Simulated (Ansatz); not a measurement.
Relaxed LiF (rock salt):

```yaml
crystal:
  lattice:
    - [0.00000, 2.00386, 2.00386]
    - [2.00386, 0.00000, 2.00386]
    - [2.00386, 2.00386, 0.00000]
  atoms:
    - { symbol: F, position: [0.00000, 0.00000, 0.00000] }
    - { symbol: Li, position: [0.50000, 0.50000, 0.50000] }
```

In this cell atom 1 (F, nearest neighbour Li at 2.004 Å; its periodic images, 2.8 Å or more away, move with it) is moved by s along Cartesian [111], unit vector (0.577, 0.577, 0.577); all other atoms and the cell stay fixed.

These are PBEsol (plane waves to 420 eV, PAW, scalar-relativistic; Ansatz, a quantum-chemistry and plane-wave program) values and carry that method's errors. k mesh 11×11×11 (Γ-centred), Fermi-Dirac smearing 0.05 eV. Energies are smeared free energies. LiF was relaxed with its symmetry unable to fall. ΔE is measured from the undisplaced structure.

```
s (Å)   ΔE (meV/cell)
------  -------------
-0.200            ___
-0.160           21.5
-0.120           12.1
-0.080            5.4
-0.040            ___
0.000             0.0
0.040             ___
0.080             5.4
0.120            12.1
0.160            21.5
0.200             ___
```

Task: Some entries are withheld; supply them.

Result: 
- -0.200, ΔE (meV/cell): 33.6
- -0.040, ΔE (meV/cell): 1.3
- 0.040, ΔE (meV/cell): 1.3
- 0.200, ΔE (meV/cell): 33.6

(A displaced cell: forces are minus the slopes of the energy, force constants its curvatures, and phonons follow from these.)
